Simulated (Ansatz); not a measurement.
In2TeO2 in space group P-3m1 (No. 164; In on 2d, Te on 1b, O on 2d) at seven volumes, DFT-r²SCAN in the program Ansatz with PAW potentials, shape and atoms relaxed at each. One row is withheld.

| V (Å³/atom) | P (GPa) |
|---|---|
| 15.990 | 12.03 |
| 16.517 | ? |
| 17.045 | 3.28 |
| 17.572 | -0.02 |
| 18.099 | -2.76 |
| 18.626 | -5.01 |
| 19.153 | -6.79 |

Question: Fit the shown pressures and predict the withheld one.

Answer: Third-order Birch–Murnaghan: P = (3/2)B₀(x^(7/2) − x^(5/2))[1 + (3/4)(B′ − 4)(x − 1)] with x = (V₀/V)^(2/3). Least squares on the six rows gives V₀ = 17.567 Å³/atom, B₀ = 99.46 GPa, B′ = 5.36. At V = 16.517, x = 1.0419 and P = 7.23 GPa. The run itself gave 7.26 GPa.

The start of the workflow was typed in or built on a structure type; neither database checked (COD, Materials Project) lists it. Whether it is the stable phase at ambient conditions was not checked. The r²SCAN relaxation kept the symmetry of its start; its stability against distortions is not shown here. Scalar-relativistic: spin–orbit coupling is off unless named, which matters more the heavier the elements.

Potentials: the later of the program's two PAW sets.
